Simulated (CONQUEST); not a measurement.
Input and output of a self-consistent single point for InSb (I-4m2, 8 atoms in the cell; from Materials Project mp-20012, changed as shown) (CONQUEST).

Computed with PBE, numerical atomic orbitals double-zeta with polarisation (the shipped basis), PseudoDojo norm-conserving potentials made for PBE run with CONQUEST.

The change in words: lattice vector a scaled by 1.01. Reference geometry (F-43m):
```yaml
crystal:
  lattice:
    - [6.63322, 0.00000, 0.00000]
    - [0.00000, 6.63322, 0.00000]
    - [0.00000, 0.00000, 6.63322]
  atoms:
    - { symbol: In, position: [0.00000, 0.00000, 0.00000] }
    - { symbol: In, position: [0.00000, 0.50000, 0.50000] }
    - { symbol: In, position: [0.50000, 0.00000, 0.50000] }
    - { symbol: In, position: [0.50000, 0.50000, 0.00000] }
    - { symbol: Sb, position: [0.25000, 0.25000, 0.75000] }
    - { symbol: Sb, position: [0.25000, 0.75000, 0.25000] }
    - { symbol: Sb, position: [0.75000, 0.25000, 0.25000] }
    - { symbol: Sb, position: [0.75000, 0.75000, 0.75000] }
```

Reference input (self-consistent single point, DFT, PBE, numerical atomic orbitals double-zeta with polarisation (the shipped basis), PseudoDojo norm-conserving potentials made for PBE): basis = DZP; Diag.MPMeshX, Y, Z = 3 3 3; potentials = PseudoDojo norm-conserving PBE; Grid.GridCutoff = 140 Ha; DM.SolutionMethod = diagon; Diag.SmearingType = 1; Diag.kT = 0.007350 Ha; Diag.GammaCentred = true; Diag.MPOrder = 1; minE.SCTolerance = 1.0e-06; SC.MaxIters = 100; SC.LinearMixingFactor = 0.3. This run's input differs from it in these lines:

```diff
@@ -34,3 +34,3 @@
 # file: input.coords
-     6.633220000      0.000000000      0.000000000
+     6.699552000      0.000000000      0.000000000
      0.000000000      6.633220000      0.000000000
@@ -40,8 +40,8 @@
     0.000000000     3.316610000     3.316610000  1 T T T
-    3.316610000     0.000000000     3.316610000  1 T T T
-    3.316610000     3.316610000     0.000000000  1 T T T
-    1.658305000     1.658305000     4.974915000  2 T T T
-    1.658305000     4.974915000     1.658305000  2 T T T
-    4.974915000     1.658305000     1.658305000  2 T T T
-    4.974915000     4.974915000     4.974915000  2 T T T
+    3.349776000     0.000000000     3.316610000  1 T T T
+    3.349776000     3.316610000     0.000000000  1 T T T
+    1.674888000     1.658305000     4.974915000  2 T T T
+    1.674888000     4.974915000     1.658305000  2 T T T
+    5.024664000     1.658305000     1.658305000  2 T T T
+    5.024664000     4.974915000     4.974915000  2 T T T
```

Output, abridged:

```
    PulayMixSC: Starting Pulay mixing, A_up =  0.300 A_dn =  0.300
    PulayMixSC: Spin non-polarised calculation.
    PulayMixSC: with Kerker preconditioning, q0 =  0.500
          Harris-Foulkes Energy            :    -17132.524470782605931 eV
          Free Energy (E-TS)               :    -17132.528378988183249 eV
    PulayMixSC: Pulay iteration     1 residual:              0.95475E-03
          Harris-Foulkes Energy            :    -17132.412907979451120 eV
          Free Energy (E-TS)               :    -17132.416856807529257 eV
    PulayMixSC: Pulay iteration     2 residual:              0.86798E-03
   [... lines left out ...]
          Free Energy (E-TS)               :    -17131.779880159494496 eV
    PulayMixSC: Pulay iteration    22 residual:              0.14689E-05
          Harris-Foulkes Energy            :    -17131.775744348153239 eV
          Free Energy (E-TS)               :    -17131.779883674174926 eV
    PulayMixSC: Pulay iteration    23 residual:              0.12951E-05
          Harris-Foulkes Energy            :    -17131.775756909813936 eV
          Free Energy (E-TS)               :    -17131.779896119038312 eV
    PulayMixSC: Pulay iteration    24 residual:              0.97005E-06
    PulayMixSC: Reached SCF tolerance of  0.97005E-06 after     24 iterations
      | Number of electrons      =       112.000178
      | GS Energy with kT -> 0   =    -17131.778516382630187 eV
      | Free Energy as E-TS      =    -17131.779896119038312 eV
      |* Harris-Foulkes energy   =    -17131.775756909813936 eV
      |* DFT total energy        =    -17131.775761025444808 eV

    force: Forces on atoms (eV/A )
    force:  Atom   X              Y              Z
    force:     1  -0.0000000000   0.0000000000   0.0000000000
   [... zero for the other atoms too ...]

    force: Maximum force :        0.00000000(eV/A ) on atom         8 in z direction
    force: Force Residual:        0.00000000 eV/A
    force: Total stress:          0.53194063     0.19575250     0.19575250 GPa
    force: Average pressure:     -0.30781521 GPa

    get_E_and_F: Change in energy during last step of electronic optimisation: -0.46163E-06
```

The run converged in 24 iterations. CONQUEST prints the stress tensor with tension positive. Against the reference run the free energy stays essentially unchanged (within 1 meV/atom) and the pressure goes from 0.19 to -0.31 GPa.

The program uses no crystal symmetry, so grid and mesh can part values that symmetry would make equal. The atom-centred basis is finite, which shifts total energies and pressures against plane waves. The structure comes from a collection of computed structures, made at another level of theory; the collection holds predicted forms beside known ones. No clean gap shows at this smearing width and mesh (spacing up to 0.32 Å⁻¹); the mesh is coarse for partly filled bands, so the values carry mesh errors. Semi-local functionals can close small gaps.

Cost on one core: around 120 core-seconds (rough).
